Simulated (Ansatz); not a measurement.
Name crystals whose computed values (r²SCAN in the plane-wave PAW code Ansatz) fall in these windows: highest Γ mode, no LO–TO term (cm⁻¹) 340 to 500; electron conductivity mass (mₑ) 0.33 to 0.39.



```tsv
crystal	highest Γ mode, no LO–TO term (cm⁻¹)	electron conductivity mass (mₑ)
Si2W, P6_222 (Si on 6j, W on 3d)	422	0.36
```
Others may fit too.

Not the usual ambient phase: Si2W, P6_222 (Si on 6j, W on 3d). The cell was relaxed under the symmetry of its start. Rows with no word on spin ran without spin polarisation. Spin–orbit coupling is left out wherever it is not named.

Potentials: the earlier of the program's two PAW sets.
